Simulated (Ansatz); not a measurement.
Input and output for MnSe (rocksalt type): DFT, r2SCAN, PAW with Ansatz's default frozen-core files, scalar-relativistic (Ansatz 0.2.0). This run: cell relaxed at zero pressure.

The start is a guessed cell of a prototype that needn't be stable.

Command: `ansatz run input.yaml --threads 2 --pin off --max-ram 7168MiB --backend cpu --events-out ev --progress --plain --runs-dir out` It took 83 s on 2 threads of Arm Neoverse V1, with other jobs on the host, peak memory 0.65 GiB.

```yaml
crystal:
  lattice:
    - [0.0, 2.4212959625, 2.4212959625]
    - [2.4212959625, 0.0, 2.4212959625]
    - [2.4212959625, 2.4212959625, 0.0]
  atoms:
    - { symbol: Mn, position: [0.0, 0.0, 0.0], spin: 3.0 }
    - { symbol: Se, position: [0.5, 0.5, 0.5] }
magnetization:
  spin_polarized: true
kpoints:
  mp_grid: { grid: [14, 14, 14] }
scf:
  occupations: { method: fermi_dirac, width: 0.05 }
hamiltonian:
  xc: r2scan
  pseudopotentials: { kind: paw }
output:
  forces: true
  stress: true
  write_density: true
  write_potential: true
  elf: true
  volumetric_format: npy
relax:
  f_tol: 0.005
  max_steps: 40
  cell: {}
```

Output:

```
Engine: ansatz 0.2.0
Pseudopotentials: kind: paw
Pseudopotential: Mn, paw, valence charge 15, recommended cutoff 500 eV (meta_gga), Mn.paw.azcp
Pseudopotential: Se, paw, valence charge 16, recommended cutoff 500 eV (meta_gga), Se.paw.azcp
Functional definition: r2SCAN
  parameter k0 = 0.174
  parameter k1 = 0.065
  parameter a1 = 4.9479
  exchange = r2scan_x(k0 = k0, k1 = k1, a1 = a1)
  correlation = r2scan_c
Crystal: 2 atoms, lattice volume = 28.391 Å³
Basis set: ecut = 500 eV, 725 PW (Γ), exchange–correlation on 100×100×100 points (64 copies of the dense FFT grid, shifted against one another)
Bands: 21, of which v1, the nominal top of the filled ones, is band 16 counted from 1 (15 counted from 0)
Symmetry: 48 space group operations
Space group: Fm-3m (ITA 225), of the structure as read, at distance tolerance 3.1e-5 Å
Magnetic group: BNS 225.116 (UNI 1618), of the structure as read, at distance tolerance 3.1e-5 Å
k-points: 104 of 2744
Non-local potential: Mn, projectors of the file, l = 0: 3, l = 1: 2, l = 2: 3, l = 3: 1
Non-local potential: Se, projectors of the file, l = 0: 2, l = 1: 2, l = 2: 3, l = 3: 1
PAW form: soft (Blöchl's): semilocal exchange-correlation on the pseudo side does not see the compensation charge
PAW frozen core: Mn, regenerated for the run's functional (the file was generated under x = pbe(κ = 0.804, μ = 0.2195149727645171), c = pbe(β = 0.06672455060314922))
PAW frozen core: Se, regenerated for the run's functional (the file was generated under x = pbe(κ = 0.804, μ = 0.2195149727645171), c = pbe(β = 0.06672455060314922))
PAW one-centre angular grid: Mn, 590 points (default); XC on 160 Gauss nodes
PAW one-centre angular grid: Se, 590 points (default); XC on 160 Gauss nodes
Initial density: superposition of atomic densities (chi_scale 0.1, normalization cell, long waves kept (reshape's long-wave potential 0.00 eV rms))
Starting moments: Σ|m| = 3 μB on 1 of 2 sites
Initial wavefunctions: pseudopotential atomic-orbital guess
Functional: x = r2scan, c = r2scan; τ floored in thin density (d = 2e-4 eV/Å³)
SCF iter   1: F=—  HF=-9381.170868 eV  |F-HF|=—  |Δ(HF+E_count)|=         —  Δρ=1.23e-1 (↑1.23e-1 ↓2.92e-2)  dr2=5.88e0  dr2_τ=2.37e-2  dr2_m=7.34e-1  M=3.485 μB ∫|m|=3.509 μB  β_m=1.00  ethr=3.10e-3  ⟨swp⟩=4.4  Hψ=17492  notcnv=0
Mixer restart at iter 1: flushing history
preconditioner: auto → Kerker (q_TF=auto, 2.769 Å⁻¹)  [metal: Δε(μ)=0.008 eV  Ē_g=10.305 eV  σ=0.050 eV  W_gap=0.04  n_scr=14 (ndim 8)  ℏωp=25.1 eV  f_vac=0.000  D(μ)=1.75/eV (n_scr^D=14)]
spin=Collinear: Kerker preconditioning applied to the charge; magnetization (m = ρ↑ − ρ↓) channel mixes plain (no charge-response kernel on spin).
SCF iter   2: F=—  HF=-9381.787193 eV  |F-HF|=—  |Δ(HF+E_count)|=   6.16e-1  Δρ=3.92e-2 (↑3.92e-2 ↓3.75e-2)  dr2=2.00e0  dr2_τ=1.40e-2  dr2_m=2.68e-3  M=3.574 μB ∫|m|=3.619 μB  β_m=1.00  ethr=3.10e-3  ⟨swp⟩=2.3  Hψ=10021  notcnv=0  defer=45  κ⁻¹=1.0e0(r=1)
SCF iter   3: F=—  HF=-9382.434580 eV  |F-HF|=—  |Δ(HF+E_count)|=   6.47e-1  Δρ=1.74e-2 (↑1.74e-2 ↓1.53e-2)  dr2=3.99e-1  dr2_τ=6.37e-4  dr2_m=1.49e-3  M=3.698 μB ∫|m|=3.750 μB  β_m=1.00  ethr=3.10e-3  ⟨swp⟩=2.4  Hψ=7393  notcnv=0  defer=48  κ⁻¹=1.1e-1(r=2)
SCF iter   4: F=—  HF=-9382.519416 eV  |F-HF|=—  |Δ(HF+E_count)|=   8.48e-2  Δρ=1.23e-2 (↑9.72e-3 ↓1.23e-2)  dr2=7.99e-2  dr2_τ=1.41e-3  dr2_m=3.26e-3  M=3.811 μB ∫|m|=3.858 μB  β_m=1.00  ethr=1.29e-3  ⟨swp⟩=2.1  Hψ=6953  notcnv=0  defer=71  κ⁻¹=3.5e-3(r=3)
SCF iter   5: F=—  HF=-9382.548657 eV  |F-HF|=—  |Δ(HF+E_count)|=         —  Δρ=7.81e-3 (↑3.83e-3 ↓7.81e-3)  dr2=1.17e-2  dr2_τ=3.07e-4  dr2_m=5.72e-3  M=4.018 μB ∫|m|=4.050 μB  β_m=1.00  ethr=2.58e-4  ⟨swp⟩=2.9  Hψ=9520  notcnv=0  defer=71
Mixer restart at iter 5: flushing history
SCF iter   6: F=—  HF=-9382.563120 eV  |F-HF|=—  |Δ(HF+E_count)|=   1.45e-2  Δρ=5.18e-3 (↑3.12e-3 ↓5.18e-3)  dr2=1.40e-2  dr2_τ=1.39e-4  dr2_m=6.05e-4  M=4.047 μB ∫|m|=4.078 μB  β_m=1.00  ethr=3.76e-5  ⟨swp⟩=1.6  Hψ=5489  notcnv=0  defer=94  κ⁻¹=1.0e0(r=1)
SCF iter   7: F=—  HF=-9382.575386 eV  |F-HF|=—  |Δ(HF+E_count)|=   1.23e-2  Δρ=4.33e-3 (↑2.67e-3 ↓4.33e-3)  dr2=1.17e-2  dr2_τ=9.91e-5  dr2_m=3.14e-4  M=4.062 μB ∫|m|=4.092 μB  β_m=1.00  ethr=3.76e-5  ⟨swp⟩=1.1  Hψ=4401  notcnv=0  defer=101  κ⁻¹=6.0e-2(r=2)
SCF iter   8: F=—  HF=-9382.588087 eV  |F-HF|=—  |Δ(HF+E_count)|=   1.27e-2  Δρ=1.85e-3 (↑1.52e-3 ↓1.85e-3)  dr2=1.21e-3  dr2_τ=3.26e-5  dr2_m=8.93e-5  M=4.113 μB ∫|m|=4.139 μB  β_m=1.00  ethr=3.76e-5  ⟨swp⟩=2.0  Hψ=8712  notcnv=0  defer=102  κ⁻¹=2.0e-3(r=3)
SCF iter   9: F=—  HF=-9382.592847 eV  |F-HF|=—  |Δ(HF+E_count)|=   4.76e-3  Δρ=7.65e-4 (↑7.55e-4 ↓7.65e-4)  dr2=5.03e-4  dr2_τ=3.27e-6  dr2_m=5.04e-5  M=4.089 μB ∫|m|=4.117 μB  β_m=1.00  ethr=3.89e-6  ⟨swp⟩=2.0  Hψ=8464  notcnv=0  defer=102  κ⁻¹=4.2e-4(r=4)
SCF iter  10: F=—  HF=-9382.593036 eV  |F-HF|=—  |Δ(HF+E_count)|=   1.89e-4  Δρ=7.99e-4 (↑3.75e-4 ↓7.99e-4)  dr2=9.69e-5  dr2_τ=2.51e-6  dr2_m=7.68e-5  M=4.096 μB ∫|m|=4.123 μB  β_m=1.00  ethr=1.62e-6  ⟨swp⟩=2.0  Hψ=8013  notcnv=0  defer=102  κ⁻¹=1.4e-4(r=5)
SCF iter  11: F=—  HF=-9382.593042 eV  |F-HF|=—  |Δ(HF+E_count)|=   5.91e-6  Δρ=3.23e-4 (↑1.63e-4 ↓3.23e-4)  dr2=2.66e-5  dr2_τ=5.15e-7  dr2_m=1.02e-5  M=4.094 μB ∫|m|=4.121 μB  β_m=1.00  ethr=3.13e-7  ⟨swp⟩=1.8  Hψ=5037  notcnv=0  defer=102  κ⁻¹=6.7e-5(r=6)
SCF iter  12: F=—  HF=-9382.593020 eV  |F-HF|=—  |Δ(HF+E_count)|=   2.17e-5  Δρ=6.85e-5 (↑6.85e-5 ↓5.50e-5)  dr2=1.68e-6  dr2_τ=5.15e-8  dr2_m=1.56e-7  M=4.093 μB ∫|m|=4.121 μB  β_m=1.00  ethr=8.58e-8  ⟨swp⟩=2.0  Hψ=7609  notcnv=0  defer=102  κ⁻¹=8.4e-6(r=7)
SCF iter  13: F=—  HF=-9382.593029 eV  |F-HF|=—  |Δ(HF+E_count)|=   8.87e-6  Δρ=3.24e-5 (↑2.95e-5 ↓3.24e-5)  dr2=3.86e-7  dr2_τ=1.02e-8  dr2_m=8.27e-9  M=4.093 μB ∫|m|=4.120 μB  β_m=1.00  ethr=5.43e-9  ⟨swp⟩=2.0  Hψ=7620  notcnv=0  defer=102  κ⁻¹=6.5e-6(r=8)
SCF iter  14: F=—  HF=-9382.593033 eV  |F-HF|=—  |Δ(HF+E_count)|=   4.46e-6  Δρ=2.06e-5 (↑2.06e-5 ↓2.04e-5)  dr2=4.60e-8  dr2_τ=2.48e-9  dr2_m=6.41e-8  M=4.093 μB ∫|m|=4.120 μB  β_m=1.00  ethr=1.25e-9  ⟨swp⟩=2.0  Hψ=7663  notcnv=0  defer=102  κ⁻¹=4.0e-7(r=8)
SCF iter  15: F=—  HF=-9382.593034 eV  |F-HF|=—  |Δ(HF+E_count)|=   4.03e-7  Δρ=1.59e-5 (↑1.05e-5 ↓1.59e-5)  dr2=3.56e-8  dr2_τ=1.04e-9  dr2_m=3.41e-8  M=4.093 μB ∫|m|=4.120 μB  β_m=1.00  ethr=1.48e-10  ⟨swp⟩=2.0  Hψ=7628  notcnv=0  defer=102  κ⁻¹=1.1e-7(r=8)
SCF iter  16: F=-9382.593034 eV  HF=-9382.593034 eV  |F-HF|=2.63e-8  |Δ(HF+E_count)|=   1.94e-7  Δρ=5.26e-6 (↑4.58e-6 ↓5.26e-6)  dr2=1.72e-8  dr2_τ=1.46e-10  dr2_m=1.97e-10  M=4.093 μB ∫|m|=4.120 μB  ethr=1.15e-10  ⟨swp⟩=5.0  Hψ=24101  notcnv=0
SCF 1 converged in 16 iterations: F = -9382.593034 eV  dr2 = 1.72e-8
  greatest PAW one-centre occupation: 1.005 electrons in one spin orbital (limit 2), on the Mn atom at site 0 (counted from 0), in its partial waves of l = 1
relax step   1: F+E_penalty+E_count = -9382.59303401 eV  Δ(F+E_penalty+E_count) = +0.000e0 eV  max|allowed force component| = 5.312e-29 eV/Å  Δτ_max = 0.0000 Å  P = +40.616 GPa  Ω = 28.391 Å³  (16 SCF iters, dr2 threshold 1.00e-7 eV, accepted)
Crystal: 2 atoms, lattice volume = 32.854 Å³
[... lines left out ...]
SCF converged after 13 iterations
Stability not checked: this state was not tested for a lower state beside it, because the mixer in use, unlike msr1, does not test its closes by its own steps (another_mixer; see scf.mixing.algorithm and scf.lower_state_search)
Magnetization: 4.9925 μB (17.9963 up, 13.0037 down)
Absolute magnetization: 4.9929 μB (∫|ρ↑−ρ↓|, with the PAW one-centre terms)
Spin contamination: 0.0149 ħ² per cell (⟨S²⟩ above its minimum at these occupations)
Per-site moments (μB) at R_I (Å): [(4.529612834420083, 1.1278628040503174), (0.14423860096773786, 1.1278628040503174)]
Free energy (F): -9383.835207 eV
Harris-Foulkes:  -9383.835207 eV  (|F-HF|=1.82e-12)
Internal energy: -9383.834140 eV  (E = F + TS)
E sigma→0 (E₀):  -9383.834673 eV
Entropy (-TS):   -0.001068 eV (-0.534 meV/atom)
Fermi energy:    10.923196 eV
--- Per-component energies (eV) ---
  E_band       = -685.131200
  E_kinetic    = 417.847383
  E_local      = -4441.478397  (includes V_loc(G=0)·N_el)
  E_nonlocal   = -339.583212
  E_hartree    = 2023.149410
  E_xc         = -205.428656
  E_vxc        = -262.947200  (∫ρ·V_xc dr)
  E_paw        = -3244.047162  (= ΣΔE_a)
  E_vpaw       = -121.083711  (= ΣTr[D̂ρ^β])
  E_aug_tail   = -0.000215  (compensation charges beyond the density's cutoff)
  E_vtau       = 15.815396  (kinetic-family band-sum trace: ∫τ·v_τ [+ j·A + Jᵃ·Aᵃ] dr)
  E_ewald      = -3592.245477
  E_core_change = -2.047813  (= ΣΔE_core)
  E_smearing   = -0.001068  (= −TS)
  E_closure    = 0.000000  (closes the sum)
  Σ components = -9383.835207   (vs F -9383.835207, Δ=0.00e0)
--- Forces (eV/Å), atoms counted from 1 ---
  atom   1  Mn    -0.00000000     0.00000000     0.00000000
  atom   2  Se     0.00000000    -0.00000000    -0.00000000
  max |Σ_I F_I| component: 9.45e-31 eV/Å
--- Stress (GPa, compression-positive) ---
        0.024050      -0.000000      -0.000000
       -0.000000       0.024050       0.000000
       -0.000000       0.000000       0.024050
  P = ⅓ Tr σ = 0.0240 GPa (0.240 kbar)
--- Band table (eV; the first three rows and the last of 208) ---
  k-point 0 ↑: bands = ["-75.1081", "-42.5934", "-42.5934", "-42.5934", "-37.6560", "-37.6560", "-37.6475", "-37.6475", "-37.6475", "-4.1264", "6.6760", "6.6760", "6.6760", "6.7518", "6.7518", "9.2522", "9.2522", "9.2522", "12.2009", "19.3724", "19.3724"]
  k-point 1 ↑: bands = ["-75.1080", "-42.5935", "-42.5934", "-42.5934", "-37.6560", "-37.6560", "-37.6475", "-37.6475", "-37.6475", "-4.0798", "6.6318", "6.6489", "6.6489", "6.7131", "6.7131", "8.8375", "9.3514", "9.3514", "12.6467", "18.7971", "19.3573"]
  k-point 2 ↑: bands = ["-75.1080", "-42.5941", "-42.5935", "-42.5935", "-37.6559", "-37.6559", "-37.6475", "-37.6475", "-37.6475", "-3.9443", "6.4379", "6.4568", "6.4568", "6.7476", "6.7476", "8.0994", "9.6054", "9.6054", "13.4890", "18.0493", "18.9868"]
  k-point 103 ↓: bands = ["-68.7990", "-37.6193", "-37.6183", "-37.6125", "-37.6123", "-37.6119", "-36.3094", "-36.3087", "-36.3062", "-2.4634", "6.0442", "6.5144", "6.9432", "12.3623", "12.5516", "12.7756", "12.9533", "13.0953", "16.4532", "18.8371", "18.9714"]
--- Relaxed structure (5 steps of the walk, 5 accepted, 1 SCFs on fresh bases) ---
  F+E_penalty+E_count = -9383.83520745 eV   max|allowed force component| = 5.793e-31 eV/Å   (the final SCF, on the basis selected at the relaxed cell)
  cell:  # Å, volume = 40.8815 Å³
    - [-5.987062138652316e-34, 2.7342128583037995, 2.7342128583037995]
    - [2.7342128583037995, 4.410681415975243e-34, 2.7342128583037995]
    - [2.7342128583037995, 2.7342128583037995, 4.665450017620026e-34]
  atoms:
    - { symbol: Mn, position: [-2.2271560056277998e-33, 2.9695413408370702e-33, 1.5908257183055664e-33] }
    - { symbol: Se, position: [0.5, 0.5, 0.5] }
```

Next run (rocksalt relaxed under pressure), as changes to the input before:

```diff
   lattice:
-    - [0.0, 2.4212959625, 2.4212959625]
-    - [2.4212959625, 0.0, 2.4212959625]
-    - [2.4212959625, 2.4212959625, 0.0]
+    - [0.0, 2.7323888332, 2.7323888332]
+    - [2.7323888332, 0.0, 2.7323888332]
+    - [2.7323888332, 2.7323888332, 0.0]
   atoms:
   stress: true
+  eigenvalues: true
   write_density: true
   max_steps: 40
-  cell: {}
+  cell: { p_target: 0.17, stress_tol: 0.03 }
```

Results part of the output:

```
basis re-selected at this cell: Δ(F+E_penalty+E_count) = -1.135e-9 eV, ΔP = +0.000 GPa vs the last step (what re-selecting the basis moved, of the pressure what is left beyond the Pulay correction that the steps carried, after the strain that the cell walked since its last selection, with what the two solves' SCF thresholds leave and, on support functions, any second-order correction that the steps lacked; it is no measure of the basis error at this ecutwfc). This SCF's stress stands 3.09e-3 GPa from its target on what of the cell is left free (relax.cell.stress_tol is 3.00e-2 GPa) and its largest allowed force component is 8.59e-31 eV/Å (relax.f_tol is 5.00e-3 eV/Å): within both
SCF converged after 10 iterations
Stability not checked: this state was not tested for a lower state beside it, because the mixer in use, unlike msr1, does not test its closes by its own steps (another_mixer; see scf.mixing.algorithm and scf.lower_state_search)
Magnetization: 4.9918 μB (17.9959 up, 13.0041 down)
Absolute magnetization: 4.9922 μB (∫|ρ↑−ρ↓|, with the PAW one-centre terms)
Spin contamination: 0.0149 ħ² per cell (⟨S²⟩ above its minimum at these occupations)
Per-site moments (μB) at R_I (Å): [(4.52774985411224, 1.127110393695), (0.14461713375300733, 1.127110393695)]
Free energy (F): -9383.835156 eV
Harris-Foulkes:  -9383.835156 eV  (|F-HF|=0.00e0)
Internal energy: -9383.834020 eV  (E = F + TS)
E sigma→0 (E₀):  -9383.834588 eV
Entropy (-TS):   -0.001136 eV (-0.568 meV/atom)
Fermi energy:    10.954956 eV
--- Per-component energies (eV) ---
  E_band       = -684.248737
  E_kinetic    = 417.908264
  E_local      = -4437.598081  (includes V_loc(G=0)·N_el)
  E_nonlocal   = -339.593875
  E_hartree    = 2021.633604
  E_xc         = -205.457814
  E_vxc        = -262.987327  (∫ρ·V_xc dr)
  E_paw        = -3244.034585  (= ΣΔE_a)
  E_vpaw       = -121.060259  (= ΣTr[D̂ρ^β])
  E_aug_tail   = -0.000214  (compensation charges beyond the density's cutoff)
[... lines left out ...]
  Σ components = -9383.835156   (vs F -9383.835156, Δ=0.00e0)
--- Forces (eV/Å), atoms counted from 1 ---
  atom   1  Mn    -0.00000000    -0.00000000     0.00000000
  atom   2  Se     0.00000000    -0.00000000     0.00000000
  max |Σ_I F_I| component: 1.70e-30 eV/Å
--- Stress (GPa, compression-positive) ---
        0.166906       0.000000       0.000000
       -0.000000       0.166906       0.000000
        0.000000       0.000000       0.166906
  P = ⅓ Tr σ = 0.1669 GPa (1.669 kbar)
--- Band table (eV; the first three rows and the last of 208) ---
  k-point 0 ↑: bands = ["-75.0746", "-42.5601", "-42.5601", "-42.5601", "-37.6289", "-37.6289", "-37.6204", "-37.6204", "-37.6204", "-4.1086", "6.7067", "6.7067", "6.7067", "6.7828", "6.7828", "9.2814", "9.2814", "9.2814", "12.2456", "19.4080", "19.4080"]
  k-point 1 ↑: bands = ["-75.0746", "-42.5603", "-42.5601", "-42.5601", "-37.6289", "-37.6289", "-37.6204", "-37.6204", "-37.6204", "-4.0618", "6.6621", "6.6793", "6.6793", "6.7440", "6.7440", "8.8671", "9.3813", "9.3813", "12.6912", "18.8319", "19.3932"]
  k-point 2 ↑: bands = ["-75.0746", "-42.5608", "-42.5602", "-42.5602", "-37.6288", "-37.6288", "-37.6204", "-37.6203", "-37.6203", "-3.9258", "6.4667", "6.4861", "6.4861", "6.7787", "6.7787", "8.1296", "9.6367", "9.6367", "13.5334", "18.0844", "19.0242"]
  k-point 103 ↓: bands = ["-68.7672", "-37.5921", "-37.5911", "-37.5853", "-37.5850", "-37.5846", "-36.2779", "-36.2772", "-36.2747", "-2.4388", "6.0649", "6.5361", "6.9666", "12.3915", "12.5824", "12.8063", "12.9859", "13.1270", "16.4947", "18.8740", "19.0135"]
--- Relaxed structure (1 steps of the walk, 1 accepted, 1 SCFs on fresh bases) ---
  F+E_penalty+E_count = -9383.83515579 eV   max|allowed force component| = 8.587e-31 eV/Å   (the final SCF, on the basis selected at the relaxed cell)
  cell:  # Å, volume = 40.7997 Å³
    - [0.0, 2.7323888332, 2.7323888332]
    - [2.7323888332, 0.0, 2.7323888332]
    - [2.7323888332, 2.7323888332, 0.0]
  atoms:
    - { symbol: Mn, position: [0.0, 0.0, 0.0] }
    - { symbol: Se, position: [0.5, 0.5, 0.5] }
```

Next run (CsCl relaxed under pressure), as changes to the input before:

```diff
   lattice:
-    - [0.0, 2.7323888332, 2.7323888332]
-    - [2.7323888332, 0.0, 2.7323888332]
-    - [2.7323888332, 2.7323888332, 0.0]
+    - [3.3606299783, 0.0, 0.0]
+    - [0.0, 3.3606299783, 0.0]
+    - [0.0, 0.0, 3.3606299783]
   atoms:
   eigenvalues: true
-  write_density: true
-  write_potential: true
-  elf: true
-  volumetric_format: npy
 relax:
```

Results part of the output:

```
basis re-selected at this cell: Δ(F+E_penalty+E_count) = -3.156e-4 eV, ΔP = +0.005 GPa vs the last step (what re-selecting the basis moved, of the pressure what is left beyond the Pulay correction that the steps carried, after the strain that the cell walked since its last selection, with what the two solves' SCF thresholds leave and, on support functions, any second-order correction that the steps lacked; it is no measure of the basis error at this ecutwfc). This SCF's stress stands 8.47e-4 GPa from its target on what of the cell is left free (relax.cell.stress_tol is 3.00e-2 GPa) and its largest allowed force component is 6.90e-31 eV/Å (relax.f_tol is 5.00e-3 eV/Å): within both
SCF converged after 11 iterations
Stability not checked: this state was not tested for a lower state beside it, because the mixer in use, unlike msr1, does not test its closes by its own steps (another_mixer; see scf.mixing.algorithm and scf.lower_state_search)
Magnetization: 4.8349 μB (17.9175 up, 13.0825 down)
Absolute magnetization: 4.8369 μB (∫|ρ↑−ρ↓|, with the PAW one-centre terms)
Spin contamination: 0.0736 ħ² per cell (⟨S²⟩ above its minimum at these occupations)
Per-site moments (μB) at R_I (Å): [(4.517959198406791, 1.2071865994327542), (0.12771758205302786, 1.2071865994327542)]
Free energy (F): -9382.685274 eV
Harris-Foulkes:  -9382.685274 eV  (|F-HF|=1.82e-12)
Internal energy: -9382.677404 eV  (E = F + TS)
E sigma→0 (E₀):  -9382.681339 eV
Entropy (-TS):   -0.007870 eV (-3.935 meV/atom)
Fermi energy:    11.941748 eV
--- Per-component energies (eV) ---
  E_band       = -653.280311
  E_kinetic    = 418.342536
  E_local      = -4201.351142  (includes V_loc(G=0)·N_el)
  E_nonlocal   = -338.973750
  E_hartree    = 1918.828739
  E_xc         = -205.005298
  E_vxc        = -262.400933  (∫ρ·V_xc dr)
  E_paw        = -3244.624421  (= ΣΔE_a)
  E_vpaw       = -122.369387  (= ΣTr[D̂ρ^β])
[... lines left out ...]
--- Forces (eV/Å), atoms counted from 1 ---
  atom   1  Mn     0.00000000    -0.00000000    -0.00000000
  atom   2  Se    -0.00000000     0.00000000     0.00000000
  max |Σ_I F_I| component: 1.38e-30 eV/Å
--- Stress (GPa, compression-positive) ---
        0.169153      -0.000000       0.000000
       -0.000000       0.169153      -0.000000
        0.000000      -0.000000       0.169153
  P = ⅓ Tr σ = 0.1692 GPa (1.692 kbar)
--- Band table (eV; the first three rows and the last of 240) ---
  k-point 0 ↑: bands = ["-74.2222", "-41.7056", "-41.7056", "-41.7056", "-36.5453", "-36.5453", "-36.5452", "-36.5452", "-36.5452", "-3.3192", "7.1378", "7.1378", "8.0179", "8.0179", "8.0179", "10.2794", "10.2794", "10.2794", "12.0126", "18.3332", "18.3332"]
  k-point 1 ↑: bands = ["-74.2222", "-41.7062", "-41.7056", "-41.7056", "-36.5453", "-36.5453", "-36.5453", "-36.5452", "-36.5451", "-3.2746", "7.1177", "7.1453", "7.9668", "7.9668", "8.0198", "9.7155", "10.3758", "10.3758", "12.5020", "18.3598", "18.5842"]
  k-point 2 ↑: bands = ["-74.2221", "-41.7078", "-41.7055", "-41.7055", "-36.5454", "-36.5454", "-36.5453", "-36.5452", "-36.5447", "-3.1450", "6.9809", "7.1667", "7.8394", "7.8394", "8.0255", "8.8497", "10.6362", "10.6362", "13.2428", "18.4386", "19.2390"]
  k-point 119 ↓: bands = ["-68.0230", "-36.5152", "-36.5152", "-36.5152", "-36.5085", "-36.5085", "-35.5392", "-35.5392", "-35.5392", "-0.1921", "7.1231", "7.1231", "7.1231", "14.2690", "14.2690", "14.2781", "14.2781", "14.2781", "15.0372", "15.0372", "15.0372"]
--- Relaxed structure (3 steps of the walk, 3 accepted, 1 SCFs on fresh bases) ---
  F+E_penalty+E_count = -9382.68527376 eV   max|allowed force component| = 6.903e-31 eV/Å   (the final SCF, on the basis selected at the relaxed cell)
  cell:  # Å, volume = 38.5886 Å³
    - [3.379246100095077, 0.0, 1.2839532962581572e-34]
    - [2.5679065925163143e-34, 3.379246100095077, -9.629649721936178e-35]
    - [-1.9259299443872356e-34, -3.209883240645393e-35, 3.379246100095077]
  atoms:
    - { symbol: Mn, position: [8.835075616088067e-35, -6.208431514007174e-35, 4.7757165492363084e-36] }
    - { symbol: Se, position: [0.5, 0.5, 0.5] }
```

Antiferromagnetic order, which Cr and Mn prefer near zero pressure, wasn't tried. Other magnetic orders may lie lower. The PAW files were made under PBE.
